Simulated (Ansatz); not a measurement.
A strain series on CsSnI₃, cubic perovskite with HSE06 in Ansatz; the unstrained cell is the r2SCAN minimum. Values at 0 K without nuclear motion; spin polarisation is off, and the phase may be a hypothetical one.

Input of the unstrained run:
```yaml
crystal:
  lattice:
    - [6.2414907048, 0.0, 0.0]
    - [0.0, 6.2414907048, 0.0]
    - [0.0, 0.0, 6.2414907048]
  atoms:
    - { symbol: Cs, position: [0.0, 0.0, 0.0] }
    - { symbol: Sn, position: [0.5, 0.5, 0.5] }
    - { symbol: I, position: [0.5, 0.5, 0.0] }
    - { symbol: I, position: [0.5, 0.0, 0.5] }
    - { symbol: I, position: [0.0, 0.5, 0.5] }
kpoints:
  mp_grid: { grid: [2, 2, 2] }
  band_path:
    path: [[0.0, 0.0, 0.0], [0.0, 0.5, 0.0], [0.5, 0.5, 0.0], [0.5, 0.5, 0.5]]
    npoints: 1
hamiltonian:
  xc: hse06
scf:
  occupations: { method: fixed }
  n_extra_bands: 5
output:
  forces: true
  stress: true
  eigenvalues: true
```

Its main results, and the levels near the gap at the points of the path (eV from the Fermi energy, bands numbered from 0, names kept under strain):
```
Crystal: 5 atoms, lattice volume = 243.145 Å³
Basis set: ecut = 420 eV, 4729 PW (Γ)
Symmetry: 48 space group operations
Space group: Pm-3m (ITA 221)
k-points: 4 of 8
Free energy (F): -34260.821886 eV
Fermi energy:    4.670831 eV
--- Stress (GPa, compression-positive) ---
        1.395982       0.000000       0.000000
        0.000000       1.395982       0.000000
        0.000000       0.000000       1.395982
  P = ⅓ Tr σ = 1.3960 GPa (13.960 kbar)
```
```tsv
point	band_34	band_35	band_36	band_37	band_38	band_39
Γ	-2.337	-2.337	-2.337	2.943	3.904	3.904
X	-2.466	-2.466	-1.685	1.644	4.522	4.679
M	-2.725	-1.896	-0.828	1.303	1.303	4.687
R	-1.882	-1.882	0.000	0.847	0.847	0.847
```

Isotropic -4.0 % on every length. The input changes in these blocks:
```yaml
crystal:
  lattice:
    - [5.9918310766, 0.0, 0.0]
    - [0.0, 5.9918310766, 0.0]
    - [0.0, 0.0, 5.9918310766]
  atoms:
    - { symbol: Cs, position: [0.0, 0.0, 0.0] }
    - { symbol: Sn, position: [0.5, 0.5, 0.5] }
    - { symbol: I, position: [0.5, 0.5, 0.0] }
    - { symbol: I, position: [0.5, 0.0, 0.5] }
    - { symbol: I, position: [0.0, 0.5, 0.5] }
scf:
  occupations: { method: fermi_dirac, width: 0.02 }
  n_extra_bands: 5
output:
  forces: true
  stress: true
  eigenvalues: true
  write_density: true
  write_potential: true
  elf: true
  volumetric_format: npy
```

```
Crystal: 5 atoms, lattice volume = 215.119 Å³
Basis set: ecut = 420 eV, 4169 PW (Γ)
Symmetry: 48 space group operations
Space group: Pm-3m (ITA 221)
k-points: 4 of 8
Free energy (F): -34260.313335 eV
Fermi energy:    6.780602 eV
--- Stress (GPa, compression-positive) ---
        4.749664       0.000000       0.000000
        0.000000       4.749664       0.000000
        0.000000       0.000000       4.749664
  P = ⅓ Tr σ = 4.7497 GPa (47.497 kbar)
```
```tsv
point	band_34	band_35	band_36	band_37	band_38	band_39
Γ	-3.304	-3.304	-3.304	2.183	2.846	2.846
X	-3.498	-3.498	-2.278	1.013	3.923	3.978
M	-3.702	-2.786	-1.188	0.658	0.658	4.255
R	-2.765	-2.765	-0.106	0.128	0.128	0.128
```

HSE06: the gap goes from 0.847 to 0.234 eV (-0.613 eV).

Isotropic -3.0 % on every length. The input changes in these blocks:
```yaml
crystal:
  lattice:
    - [6.0542459837, 0.0, 0.0]
    - [0.0, 6.0542459837, 0.0]
    - [0.0, 0.0, 6.0542459837]
  atoms:
    - { symbol: Cs, position: [0.0, 0.0, 0.0] }
    - { symbol: Sn, position: [0.5, 0.5, 0.5] }
    - { symbol: I, position: [0.5, 0.5, 0.0] }
    - { symbol: I, position: [0.5, 0.0, 0.5] }
    - { symbol: I, position: [0.0, 0.5, 0.5] }
scf:
  occupations: { method: fermi_dirac, width: 0.02 }
  n_extra_bands: 5
```

```
Crystal: 5 atoms, lattice volume = 221.912 Å³
Basis set: ecut = 420 eV, 4385 PW (Γ)
Symmetry: 48 space group operations
Space group: Pm-3m (ITA 221)
k-points: 4 of 8
Free energy (F): -34260.492987 eV
Fermi energy:    6.329084 eV
--- Stress (GPa, compression-positive) ---
        3.744759       0.000000       0.000000
        0.000000       3.744759       0.000000
        0.000000       0.000000       3.744759
  P = ⅓ Tr σ = 3.7448 GPa (37.448 kbar)
```
```tsv
point	band_34	band_35	band_36	band_37	band_38	band_39
Γ	-3.158	-3.158	-3.158	2.271	3.019	3.019
X	-3.333	-3.333	-2.234	1.079	4.012	4.016
M	-3.555	-2.660	-1.204	0.724	0.724	4.363
R	-2.641	-2.641	-0.190	0.212	0.212	0.212
```

HSE06: the gap goes from 0.847 to 0.402 eV (-0.445 eV).

Spin-orbit coupling is left out, which matters wherever the heavy atoms make up the band edges.

The stress of a hybrid is loosely converged in these runs.

The meshes of the hybrids are coarse, so their gaps aren't converged to the digits shown.
